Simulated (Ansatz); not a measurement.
Relaxed-ion elastic tensor of KZnF$_{3}$ (cubic perovskite, space group No. 221) in GPa (Voigt order), r²SCAN (plane waves, PAW; program Ansatz); density 4.05 g/cm³, 13.25 Å³ per atom.

```
      1     2     3     4     5     6
-  ----  ----  ----  ----  ----  ----
1   144  54.7  54.7   0.0   0.0   0.0
2  54.7   144  54.7   0.0   0.0   0.0
3  54.7  54.7   144   0.0   0.0   0.0
4   0.0   0.0   0.0  36.9   0.0   0.0
5   0.0   0.0   0.0   0.0  36.9   0.0
6   0.0   0.0   0.0   0.0   0.0  36.9
```

Is the crystal mechanically stable?

Yes: the smallest eigenvalue of C is 36.9 GPa.

Work out the Voigt, Reuss and Hill averages.

K_V = 84.6, K_R = 84.6, K_H = 84.6; G_V = 40.1, G_R = 39.7, G_H = 39.9 GPa.

Give Young's modulus, Poisson's ratio, Pugh's ratio and the universal anisotropy index.

E = 9KG/(3K + G) = 103 GPa; ν = 0.30; K/G = 2.12 (ductile by the Pugh limit of 1.75); A_U = 5G_V/G_R + K_V/K_R − 6 = 0.05.

Estimate the sound speeds and the Debye temperature.

v_l = √((K + 4G/3)/ρ) = 5830 m/s, v_t = √(G/ρ) = 3140 m/s, mean 3500 m/s; Θ = (h/k)(3n/4πV)^(1/3) v_m = 441 K.

Give the Zener ratio and Young's modulus along [100], [110] and [111].

A = 2C44/(C11 − C12) = 0.82; 1/E = S11 − 2(S11 − S12 − S44/2)Γ with Γ = 0, 1/4, 1/3 gives 114, 101, 96.6 GPa.

Space group Pm-3m (cubic perovskite). The cell was relaxed with r²SCAN under the symmetry of its start; phonons on a q-mesh show no instability.

Potentials: the later of the program's two PAW sets.
